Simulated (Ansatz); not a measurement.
Data sheet: Mg (DFT)

Mg:
```yaml
crystal:
  lattice:
    - [0.00000, 2.24832, 2.24832]
    - [2.24832, 0.00000, 2.24832]
    - [2.24832, 2.24832, 0.00000]
  atoms:
    - { symbol: Mg, position: [0.00000, 0.00000, 0.00000] }
```

Space group Fm-3m (No. 225), fcc (Cu type); conventional cell a = b = c = 4.497 Å, α = β = γ = 90.00°.

Method: plane-wave PAW r²SCAN (Ansatz code). The cell and atoms are relaxed at this level. Other levels are named where they apply.

**Cell and energy**

Volume per atom: 22.73 Å³
Density: 1.78 g/cm³

**Electronic structure**

Electronic character: metallic (no gap)
Density of states at the Fermi level: 0.43 states/eV per atom (mean over ±0.08 eV)

**Mechanics**

- Bulk modulus (Birch–Murnaghan fit): 386 kbar
- Pressure derivative B′: 3.8
- Elastic constants (relaxed ions, GPa): C11 = 45.5, C12 = 35.2, C44 = 28.3
- Mechanical stability: stable (all eigenvalues of C positive)
- Hill bulk and shear moduli: 38.7 and 14.6 GPa
- Young's modulus: 38.9 GPa
- Poisson's ratio: 0.33
- Debye temperature from the elastic constants: 338 K

The first step of the workflow began from a Materials Project structure, measured or hypothetical; the Crystallography Open Database copy checked does not list it. It is not the phase usual at ambient conditions (space group No. 194). Symmetry was held in the r²SCAN relaxation; whether a distortion lowers the energy is not shown. As this level gives no gap, shear constants depend on the k-mesh and smearing (Fermi–Dirac, 0.1 eV here).

Potentials: the later of the program's two PAW sets.
